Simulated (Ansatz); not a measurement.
AlNi₃ (Cu3Au type, space group No. 221) under volume change, plane-wave PAW PBEsol (Ansatz code), scaled uniformly.

| V (Å³/atom) | E − E(relaxed) (meV/atom) | P (GPa) |
|---|---|---|
| 9.915 | 66.6 | 23.77 |
| 10.242 | 27.9 | 14.49 |
| 10.569 | 6.6 | 6.63 |
| 10.896 | 0.0 | -0.01 |
| 11.223 | ___ | ___ |
| 11.550 | ___ | ___ |
| 11.877 | 47.8 | -14.41 |

Problem. What belongs in the gaps?

Solution. 
- 11.550, E − E(relaxed) (meV/atom): 22.4
- 11.550, P (GPa): -10.39
- 11.223, E − E(relaxed) (meV/atom): 5.9
- 11.223, P (GPa): -5.64

Problem. What does a third-order Birch–Murnaghan fit give for V₀, B₀ and B′?

Solution. V₀ = 10.90 Å³/atom, B₀ = 203 GPa, B′ = 4.5.

Space group Pm-3m (Cu3Au type). The PBEsol relaxation kept the symmetry of its start. Spin order of the final state: ferromagnetic, the only order run, not a proven ground state.

Potentials: the later of the program's two PAW sets.
